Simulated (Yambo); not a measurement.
A BSE run in Yambo for NaBa2ReO6 (space group Fm-3m, No. 225) (PBEsol bands; 4×4×4 mesh, 15 valence and 6 conduction bands, static screening with 94 bands and a 3 Ry block, scissor 1.73 eV, Tamm-Dancoff; field along x) gives:

| state | energy (eV) | states within 2 meV | relative strength | class |
|---|---|---|---|---|
| 1 | 2.61 | 1 | < 0.01 | dark |
| 2 | 2.64 | 3 | < 0.01 | dark |
| 3 | 2.74 | 3 | < 0.01 | dark |
| 4 | 2.99 | 3 | < 0.01 | dark |
| 5 | 3.13 | 2 | < 0.01 | dark |

Question: What changes when the window shrinks to 15 valence and 5 conduction bands?

Answer: The lowest state goes from 2.610 eV to 2.611 eV, and its distance below the direct gap from 1.067 eV to 1.067 eV. These are vertical excitations (zero momentum). The scissor comes from a G0W0 run whose convergence isn't established.

Spin-orbit coupling is not included.

Geometry of the Materials Project entry, not relaxed at this level; primitive cell a = b = c = 5.9548 Å, α = β = γ = 60.00°.
